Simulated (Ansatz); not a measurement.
ZnSnN₂:
```yaml
crystal:
  lattice:
    - [1.58769, 0.91665, 5.15522]
    - [-1.58769, 0.91665, 5.15522]
    - [0.00000, -1.83331, 5.15522]
  atoms:
    - { symbol: Sn, position: [0.00000, 0.00000, 0.00000] }
    - { symbol: Zn, position: [0.50000, 0.50000, 0.50000] }
    - { symbol: N, position: [0.25285, 0.25285, 0.25285] }
    - { symbol: N, position: [0.74715, 0.74715, 0.74715] }
```

PBE+D3(BJ) (plane waves, PAW; program Ansatz) gives a gap of 0.66 eV without spin–orbit coupling, maximum off the standard path, at k = (-0.021, 0.188, -0.208), minimum at Γ.

Q: What happens when spin–orbit coupling is switched on?

A: The gap stays essentially unchanged, to 0.66 eV; maximum off the standard path, at k = (-0.021, 0.188, -0.208), minimum at Γ.

Q: Give the electron effective mass with spin–orbit coupling.

A: 0.12 mₑ (isotropic).

Q: Give the hole effective mass with spin–orbit coupling.

A: 0.28, 0.86, 18 mₑ (principal values).

Space group R-3m. A made-up cell: these elements were put on the sites of a structure type; neither database checked (COD, Materials Project) lists it. Whether it is the stable phase at ambient conditions was not checked. The PBE+D3(BJ) relaxation kept the symmetry of its start; its stability against distortions is not shown here.

Potentials: the earlier of the program's two PAW sets.
